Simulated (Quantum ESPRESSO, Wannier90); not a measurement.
# SiRu (P2₁3), plane waves to Wannier functions

Materials Project entry mp-189; symmetrised, unrelaxed at this level. Not found in the COD (Crystallography Open Database) copy used; not checked further. Level: PBEsol, no spin polarisation, no spin-orbit coupling; pw.x of Quantum ESPRESSO at 68 Ry with PseudoDojo potentials, 4×4×4 k-points, Wannier90. Density: 8×8×8 mesh, cold smearing 0.01 Ry. The gap is small at this level and was sampled on the meshes and a path alone.

On the energy scale of pw.x, whose zero is arbitrary, the valence-band maximum lies at 18.12 eV.

Input w.win:

```
num_bands = 4
num_wann = 4
exclude_bands = 5-91
num_iter = 800
conv_tol = 1.0e-6
conv_window = 4
write_hr = true
write_u_matrices = true
auto_projections = true
begin unit_cell_cart
ang
    4.7086000000    0.0000000000    0.0000000000
    0.0000000000    4.7086000000    0.0000000000
    0.0000000000    0.0000000000    4.7086000000
end unit_cell_cart
begin atoms_frac
Si   0.1624200000  0.3375800000 -0.3375800000
Si   0.3375800000 -0.3375800000  0.1624200000
Si  -0.3375800000  0.1624200000  0.3375800000
Si  -0.1624200000 -0.1624200000 -0.1624200000
Ru  -0.1294100000 -0.3705900000  0.3705900000
Ru  -0.3705900000  0.3705900000 -0.1294100000
Ru   0.3705900000 -0.1294100000 -0.3705900000
Ru   0.1294100000  0.1294100000  0.1294100000
end atoms_frac
mp_grid = 4 4 4
begin kpoints
0.0000000000 0.0000000000 0.0000000000
0.0000000000 0.0000000000 0.2500000000
0.0000000000 0.0000000000 0.5000000000
... (61 more lines: the 4x4x4 mesh through Gamma)
end kpoints
```

Input of pw2wannier90.x that gives the overlap and projection files (equivalent; here they were cut from one run over all bands):

```
&inputpp
  outdir = './out'
  prefix = 'pwscf'
  seedname = 'w'
  write_amn = .true.
  write_mmn = .true.
  atom_proj = .true.
  atom_proj_exclude = 1 2 3 4 5 6 7 8 9 10 11 12 13 14 15 16 18 19 20 21 22 23 24 25 26 28 29 30 31 32 33 34 35 36 38 39 40 41 42 43 44 45 46 48 49 50 51 52 53 54 55 56
/
```

Output w.wout (banner and timings cut):

```
                                    ------
                                    SYSTEM
                                    ------

                              Lattice Vectors (Ang)
                    a_1     4.708600   0.000000   0.000000
                    a_2     0.000000   4.708600   0.000000
                    a_3     0.000000   0.000000   4.708600

                   Unit Cell Volume:     104.39397  (Ang^3)

                        Reciprocal-Space Vectors (Ang^-1)
                    b_1     1.334406   0.000000   0.000000
                    b_2     0.000000   1.334406   0.000000
                    b_3     0.000000   0.000000   1.334406

 *----------------------------------------------------------------------------*
 |   Site       Fractional Coordinate          Cartesian Coordinate (Ang)     |
 +----------------------------------------------------------------------------+
 | si   1   0.16242   0.33758  -0.33758   |    0.76477   1.58953  -1.58953    |
 | si   2   0.33758  -0.33758   0.16242   |    1.58953  -1.58953   0.76477    |
 | si   3  -0.33758   0.16242   0.33758   |   -1.58953   0.76477   1.58953    |
 | si   4  -0.16242  -0.16242  -0.16242   |   -0.76477  -0.76477  -0.76477    |
 | ru   1  -0.12941  -0.37059   0.37059   |   -0.60934  -1.74496   1.74496    |
 | ru   2  -0.37059   0.37059  -0.12941   |   -1.74496   1.74496  -0.60934    |
 | ru   3   0.37059  -0.12941  -0.37059   |    1.74496  -0.60934  -1.74496    |
 | ru   4   0.12941   0.12941   0.12941   |    0.60934   0.60934   0.60934    |
 *----------------------------------------------------------------------------*
                                ------------
                                K-POINT GRID
                                ------------

             Grid size =  4 x  4 x  4      Total points =   64

 *---------------------------------- MAIN ------------------------------------*
 |  Number of Wannier Functions               :                 4             |
 |  Number of Objective Wannier Functions     :                 4             |
 |  Number of input Bloch states              :                 4             |
 |  Output verbosity (1=low, 5=high)          :                 1             |
 |  Timing Level (1=low, 5=high)              :                 1             |
 |  Optimisation (0=memory, 3=speed)          :                 3             |
 |  Length Unit                               :               Ang             |
 |  Post-processing setup (write *.nnkp)      :                 F             |
 |  Using Gamma-only branch of algorithms     :                 F             |
 *----------------------------------------------------------------------------*
 *------------------------------- WANNIERISE ---------------------------------*
 |  Total number of iterations                :               800             |
 |  Number of CG steps before reset           :                 5             |
 |  Trial step length for line search         :             2.000             |
 |  Convergence tolerence                     :         0.100E-05             |
 |  Convergence window                        :                 4             |
 |  Iterations between writing output         :                 1             |
 |  Iterations between backing up to disk     :               100             |
 |  Write r^2_nm to file                      :                 F             |
 |  Write xyz WF centres to file              :                 F             |
 |  Write on-site energies <0n|H|0n> to file  :                 F             |
 |  Use guiding centre to control phases      :                 F             |
 |  Use phases for initial projections        :                 F             |
 *----------------------------------------------------------------------------*
 *-------------------------------- PLOTTING ----------------------------------*
 |  Plotting Hamiltonian in WF basis          :                 T             |
 *----------------------------------------------------------------------------*

       ... (k-mesh section left out)

 Starting a new Wannier90 calculation ...

 Reading overlaps from w.mmn

 Reading projections from w.amn

 *------------------------------- WANNIERISE ---------------------------------*
 +--------------------------------------------------------------------+<-- CONV
 | Iter  Delta Spread     RMS Gradient      Spread (Ang^2)            |<-- CONV
 +--------------------------------------------------------------------+<-- CONV

 ------------------------------------------------------------------------------
 Initial State
  WF centre and spread    1  ( -0.608514, -1.745786,  1.745786 )     0.32992565
  WF centre and spread    2  ( -1.745786,  1.745786, -0.608514 )     0.32992565
  WF centre and spread    3  (  1.745786, -0.608514, -1.745786 )     0.32992565
  WF centre and spread    4  (  0.608514,  0.608514,  0.608514 )     0.32992565
  Sum of centres and spreads ( -0.000000,  0.000000,  0.000000 )     1.31970262

      0     0.132E+01     0.0000000000        1.3197026161  <-- CONV
        O_D=      0.0000000 O_OD=      0.0000004 O_TOT=      1.3197026 <-- SPRD
 ------------------------------------------------------------------------------
      1    -0.509E-09     0.0000158607        1.3197026155  <-- CONV
        O_D=      0.0000000 O_OD=      0.0000004 O_TOT=      1.3197026 <-- SPRD
      2    -0.266E-12     0.0000009961        1.3197026155  <-- CONV
        O_D=      0.0000000 O_OD=      0.0000004 O_TOT=      1.3197026 <-- SPRD
      3    -0.311E-14     0.0000003909        1.3197026155  <-- CONV
        O_D=      0.0000000 O_OD=      0.0000004 O_TOT=      1.3197026 <-- SPRD
      4    -0.555E-14     0.0000003835        1.3197026155  <-- CONV
        O_D=      0.0000000 O_OD=      0.0000004 O_TOT=      1.3197026 <-- SPRD
             <<<     Delta < 1.000E-06  over  4 iterations     >>>
             <<< Wannierisation convergence criteria satisfied >>>
 Final State
  WF centre and spread    1  ( -0.608514, -1.745786,  1.745786 )     0.32992565
  WF centre and spread    2  ( -1.745786,  1.745786, -0.608514 )     0.32992565
  WF centre and spread    3  (  1.745786, -0.608514, -1.745786 )     0.32992565
  WF centre and spread    4  (  0.608514,  0.608514,  0.608514 )     0.32992565
  Sum of centres and spreads ( -0.000000,  0.000000,  0.000000 )     1.31970262

         Spreads (Ang^2)       Omega I      =     1.319702186
        ================       Omega D      =     0.000000000
                               Omega OD     =     0.000000430
    Final Spread (Ang^2)       Omega Total  =     1.319702616
```
